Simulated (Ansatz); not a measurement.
Ca:
```yaml
crystal:
  lattice:
    - [0.00000, 2.78328, 2.78328]
    - [2.78328, 0.00000, 2.78328]
    - [2.78328, 2.78328, 0.00000]
  atoms:
    - { symbol: Ca, position: [0.00000, 0.00000, 0.00000] }
```

Relaxed with r²SCAN. Special points in fractions of this cell's reciprocal vectors: Γ (0.000, 0.000, 0.000); X (0.500, 0.000, 0.500); U (0.625, 0.250, 0.625); K (0.375, 0.375, 0.750); L (0.500, 0.500, 0.500); W (0.500, 0.250, 0.750).

Q: List the band energies nearest the Fermi level at these points for the program Ansatz at the r²SCAN level (PAW).

A: In eV from the Fermi level; about four levels below and three above (degenerate sets whole), none deeper than 8.9 eV; points with the same levels are listed once.

```
k        below                above
-  -----------  -------------------
Γ        -4.25       2.67 2.67 2.67
X        -0.38       0.77 0.90 4.46
U            –       0.07 0.56 0.84
L  -0.94 -0.30  2.53 2.53 4.47 4.47
W            –       0.27 0.77 0.77
```

Space group Fm-3m (fcc (Cu type)). Symmetry was held in the r²SCAN relaxation.

Potentials: the later of the program's two PAW sets.
